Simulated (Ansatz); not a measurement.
PrN:
```yaml
crystal:
  lattice:
    - [0.00000, 2.48466, 2.48466]
    - [2.48466, 0.00000, 2.48466]
    - [2.48466, 2.48466, 0.00000]
  atoms:
    - { symbol: N, position: [0.50000, 0.50000, 0.50000] }
    - { symbol: Pr, position: [0.00000, 0.00000, 0.00000] }
```
The run is spin-polarised; directions of the spins, atom by atom: 0 ↑.

Relaxed with PBEsol.

Give the Bader charges and basin volumes of the independent atoms, DFT-PBEsol in the program Ansatz with PAW potentials.



| atom | Bader charge (e) | Bader volume (Å³) |
|---|---|---|
| N1 | -1.61 | 13.4 |
| Pr2 | +1.61 | 17.3 |

Space group Fm-3m (rock salt). The workflow started from an entry of the Crystallography Open Database (COD). Its standing as an ambient phase is unchecked. The cell was relaxed with PBEsol under the symmetry of its start; whether a distortion lowers the energy is not shown. The final state is ferromagnetic, the only order run, not a proven ground state. The cell computed holds one magnetic atom, so no antiferromagnetic order was within reach. The 4f shell is in the valence, and the state reached may lie above the lowest one. No Hubbard U is applied. Scalar-relativistic: spin–orbit coupling is off unless named, which matters more the heavier the elements.

Potentials: the later of the program's two PAW sets.
